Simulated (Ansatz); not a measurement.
Ir₃Rh:
```cif
data_Ir6Rh2
_chemical_formula_sum 'Ir6 Rh2'
_space_group_name_H-M_alt 'I4/mmm'
_space_group_IT_number 139
_space_group_name_Hall '-I 4 2'
_cell_length_a 3.83015
_cell_length_b 3.83015
_cell_length_c 7.67006
_cell_angle_alpha 90.000
_cell_angle_beta 90.000
_cell_angle_gamma 90.000
loop_
_atom_site_label
_atom_site_type_symbol
_atom_site_symmetry_multiplicity
_atom_site_Wyckoff_symbol
_atom_site_fract_x
_atom_site_fract_y
_atom_site_fract_z
_atom_site_occupancy
Ir1 Ir 4 d 0.00000 0.50000 0.25000 1
Ir2 Ir 2 b 0.00000 0.00000 0.50000 1
Rh1 Rh 2 a 0.00000 0.00000 0.00000 1
```
(The calculation used a cell of 4 atoms; values per cell refer to that cell.)

Relaxed with r²SCAN.

Task: Which orbitals make up the states near the Fermi level in plane-wave PAW r²SCAN (Ansatz code)?

Result: Within 0.5 eV of the Fermi level: Ir 5d 69 %, Rh 4d 27 %. Projections are on Löwdin-orthogonalised atomic valence shells; empty p or d shells of many metals are not among them.

Task: Tabulate the density of states.

Result: States/eV per cell of 4 atoms, in 0.25 eV bins, energy from the Fermi level.

```tsv
E (eV)	total	Ir 5d	Rh 4d	Ir 6s
-7.85	1.76	0.62	0.20	0.81
-7.60	2.71	1.21	0.37	1.03
-7.35	2.26	1.27	0.41	0.53
-7.10	3.53	2.15	0.65	0.58
-6.85	4.97	3.11	0.88	0.67
-6.60	5.59	3.73	0.96	0.55
-6.35	5.14	3.69	0.85	0.35
-6.10	4.62	3.43	0.80	0.22
-5.85	4.00	2.99	0.71	0.15
-5.60	3.26	2.49	0.58	0.09
-5.35	4.09	3.13	0.76	0.07
-5.10	4.33	3.15	0.95	0.09
-4.85	4.38	3.11	1.03	0.11
-4.60	4.60	3.25	1.05	0.15
-4.35	4.85	3.40	1.08	0.19
-4.10	5.07	3.46	1.18	0.23
-3.85	5.83	3.80	1.48	0.30
-3.60	6.62	4.36	1.71	0.27
-3.35	7.78	5.06	2.16	0.23
-3.10	5.61	3.53	1.64	0.20
-2.85	4.59	2.85	1.28	0.20
-2.60	4.06	2.54	1.14	0.16
-2.35	3.83	2.41	1.08	0.14
-2.10	4.29	2.70	1.26	0.13
-1.85	4.70	2.96	1.42	0.12
-1.60	5.16	3.45	1.37	0.13
-1.35	4.16	2.90	0.97	0.11
-1.10	4.09	2.85	0.99	0.10
-0.85	3.55	2.44	0.88	0.09
-0.60	3.65	2.57	0.86	0.08
-0.35	3.64	2.52	0.93	0.08
-0.10	3.74	2.55	1.00	0.08
0.15	4.05	2.74	1.11	0.09
0.40	4.45	3.05	1.20	0.10
0.65	5.77	4.33	1.26	0.10
0.90	5.47	4.26	0.99	0.13
1.15	3.69	2.83	0.59	0.16
1.40	2.21	1.58	0.33	0.17
1.65	1.19	0.72	0.14	0.19
1.90	1.00	0.48	0.14	0.21
2.15	1.00	0.43	0.13	0.22
2.40	1.03	0.40	0.13	0.24
2.65	1.03	0.36	0.12	0.25
2.90	0.94	0.31	0.10	0.24
3.15	0.87	0.27	0.07	0.23
3.40	0.98	0.30	0.07	0.28
3.65	1.02	0.29	0.06	0.31
3.90	1.00	0.25	0.06	0.30
4.15	0.98	0.22	0.05	0.29
4.40	0.96	0.19	0.05	0.28
4.65	0.94	0.17	0.04	0.28
```

The first step of the workflow began from a Materials Project structure, measured or hypothetical; the Crystallography Open Database copy checked does not list it. With Ir and Rh taken as one species the cell has the higher symmetry Fm-3m, so it may be an ordered model of a mixed-site phase. Its standing as an ambient phase is unchecked. The cell was relaxed with r²SCAN under the symmetry of its start; whether a distortion lowers the energy is not shown. No spin polarisation was allowed. Spin–orbit coupling is left out wherever it is not named.

Potentials: the later of the program's two PAW sets.
